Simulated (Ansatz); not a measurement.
Bi, DFT, PBEsol, all-electron PAW with datasets made for the crystal, scalar-relativistic (Ansatz 0.2.0), run on 1 thread of Arm Neoverse V2 on a shared host.

The cell is a measured one (Crystallography Open Database entry 9009658); the temperature and pressure of the measurement aren't taken into account, and nothing was relaxed. The listed cell was then made from it by scaling, straining or moving an atom.

Command: `ansatz run input.yaml --threads 1 --pin off --max-ram 3072MiB --backend cpu --events-out ev --progress --plain --runs-dir out`

```yaml
crystal:
  lattice:
    - [2.2729996784, 1.3123169762, 3.91446]
    - [-2.2729996784, 1.3123169762, 3.91446]
    - [0.0, -2.6246339523, 3.91446]
  atoms:
    - { symbol: Bi, position: [0.23389, 0.23389, 0.23389] }
    - { symbol: Bi, position: [0.76611, 0.76611, 0.76611] }
kpoints:
  mp_grid: { grid: [10, 10, 10] }
scf:
  occupations: { method: fermi_dirac, width: 0.03 }
hamiltonian:
  xc: pbesol
  pseudopotentials: { kind: all_electron, datasets: crystal }
output:
  forces: true
  stress: true
  eigenvalues: true
  efg: { contact_densities: true }
```

(1) How large is the problem that the program sets up?

(2) Estimate the wall time and the peak memory.

(3) And the same cell and mesh by frozen-core PAW, asked for forces, stress, eigenvalues, efg, on the same hardware?

## Answers

(1) 116 irreducible k-points, 665 plane waves at Γ, 19 bands.

(2) 15 s of wall time for 7 SCF iterations, with a peak of 0.52 GiB. Times on shared machines scatter by tens of per cent.

(3) 9.6 s, peak memory 0.45 GiB.
